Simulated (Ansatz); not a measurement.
**Putting H into Cu3Pd**

All numbers below come from DFT r2SCAN, scalar-relativistic, plane waves, PAW in Ansatz.

Settings: cutoff 500 eV, Γ-centred mesh 10×10×10 on the computed 4-atom cell, Gaussian smearing of 0.10 eV; no spin polarisation for the host; each changed cell takes a mesh and smearing chosen by its own gap and starts from the host's moments or customary ones, or runs without spin. Cells and atoms are relaxed to the nearest stationary point that keeps the symmetry of their start (forces under 0.02 to 0.04 eV/Å, stress under 0.1 to 0.2 GPa); energies are at zero smearing, without zero-point or thermal terms.

Relaxed host (gap on the mesh 0 eV):

```
CELL_PARAMETERS angstrom
3.67196 0.00000 0.00000
0.00000 3.67196 0.00000
0.00000 0.00000 3.67196
ATOMIC_POSITIONS crystal
Cu 0.00000 0.50000 0.50000
Cu 0.50000 0.00000 0.50000
Cu 0.50000 0.50000 0.00000
Pd 0.00000 0.00000 0.00000
```

Cases: (1) 1 H in a 1×1×1 repeat of the cell, at (0.500 0.500 0.500) in fractions of that repeat, 1.84 Å from the nearest atom of the relaxed host; (2) 3 H in a 1×1×1 repeat of the cell, at (0.000 0.000 0.500), (0.500 0.000 0.000), (0.000 0.500 0.000) in fractions of that repeat, 1.84 Å from the nearest atom of the relaxed host; (3) 1 H in a 2×1×1 repeat of the cell, at (0.250 0.500 0.500) in fractions of that repeat, 1.84 Å from the nearest atom of the relaxed host; (4) 1 H in a 2×1×1 repeat of the cell, at (0.000 0.000 0.500) in fractions of that repeat, 1.84 Å from the nearest atom of the relaxed host.

Question: Give the energy per H taken from half an H2 molecule (negative: uptake is favourable), the swelling and the final surroundings.

Answer:
```tsv
case	formula	energy per H (eV)	ΔV (%)	principal strains (%)	nearest host atoms of the first H
1	Cu3HPd	0.54	+4.6	+1.5 +1.5 +1.5	6 (Cu) from 1.86 Å
2	Cu3H3Pd	0.43	+17.6	+5.6 +5.6 +5.6	6 (CuPd) from 1.94 Å
3	Cu6HPd2	0.50	+2.2	+0.8 +0.8 +0.5	6 (Cu) from 1.85 Å
4	Cu6HPd2	0.20	+2.9	+1.0 +1.0 +0.9	6 (CuPd) from 1.85 Å
```

Each ion keeps what symmetry its start has, so a lower place off a symmetric site can be missed, above all for H.

Relaxed structure of case 4, the lowest per ion:

```
CELL_PARAMETERS angstrom
7.41701 0.00000 0.00000
0.00000 3.70566 0.00000
0.00000 0.00000 3.70826
ATOMIC_POSITIONS crystal
Cu 0.00000 0.50000 0.50000
Cu 0.50000 0.50000 0.50000
Cu 0.25800 0.00000 0.50000
Cu 0.74200 0.00000 0.50000
Cu 0.25419 0.50000 0.00000
Cu 0.74581 0.50000 0.00000
Pd 0.50000 0.00000 0.00000
Pd 0.00000 0.00000 0.00000
H 0.00000 0.00000 0.50000
```

Cost: 5 runs of about 13 core-minutes in all, on Arm Neoverse V2 (shared hosts).